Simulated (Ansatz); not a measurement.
# Map of one atom of the cell for Te (trigonal-Te type, space group P3_121)

Te (trigonal-Te type, space group P3_121)

```yaml
crystal:
  lattice:
    - [4.62355, 0.00000, 0.00000]
    - [-2.31177, 4.00411, 0.00000]
    - [0.00000, 0.00000, 5.90437]
  atoms:
    - { symbol: Te, position: [0.25344, 0.00000, 0.33333] }
    - { symbol: Te, position: [0.00000, 0.25344, 0.66667] }
    - { symbol: Te, position: [0.74656, 0.74656, 0.00000] }
```

In this cell atom 1 (Te, nearest neighbour Te at 2.827 Å; its periodic images, 4.6 Å or more away, move with it) is moved by u·(0.707, 0.707, 0.000) + v·(0.000, 0.000, 1.000); the rest is frozen.

All values below come from r2SCAN (plane waves to 500 eV, PAW, scalar-relativistic; Ansatz, a quantum-chemistry and plane-wave program). k mesh 7×7×5 (Γ-centred), Fermi-Dirac smearing 0.05 eV. E stands for the smeared free energy. As the smearing reaches across the gap at some points, energies and forces of such displacements shift with the k mesh and the smearing. Fu and Fv are the components of the force on the atom. Spin-orbit coupling is left out, though Te is heavy. Te was relaxed with its symmetry unable to fall. The PAW data are Ansatz's earlier set. The zero of ΔE is the undisplaced structure. Axes are in Å.

ΔE (meV/cell), with u across and v down:

| v \ u | -0.420 | -0.210 | 0.000 | 0.210 | 0.420 |
|---|---|---|---|---|---|
| -0.420 | 2127 | 1011 | 510 | 417 | 564 |
| -0.210 | 905 | 342 | 127 | 156 | 327 |
| 0.000 | 367 | 83 | 0 | 65 | 218 |
| 0.210 | 357 | 185 | 127 | 162 | 255 |
| 0.420 | 785 | 622 | 510 | 455 | 463 |

Fu (eV/Å), with u across and v down:

```csv
v \ u,-0.420,-0.210,0.000,0.210,0.420
-0.420,7.16,3.67,1.27,-0.25,-1.03
-0.210,3.68,1.76,0.36,-0.55,-1.00
0.000,1.90,0.84,0.00,-0.57,-0.82
0.210,1.11,0.53,0.03,-0.33,-0.53
0.420,0.88,0.66,0.41,0.11,-0.18
```

Key numbers:

| Item | Value |
|---|---|
| Principal force constants in the plane (five-point differences of the forces) | 3.2 and 6.0 eV/Å² |
| Softest direction at the centre | 164° from u towards v |
| Centre of the map | a minimum |
| Lowest place on the grid | u = 0.000 Å, v = 0.000 Å (0 meV/cell) |
| Highest place on the grid | u = -0.420 Å, v = -0.420 Å (2127 meV/cell) |

(A displaced cell: forces are minus the slopes of the energy, force constants its curvatures, and phonons follow from these.)
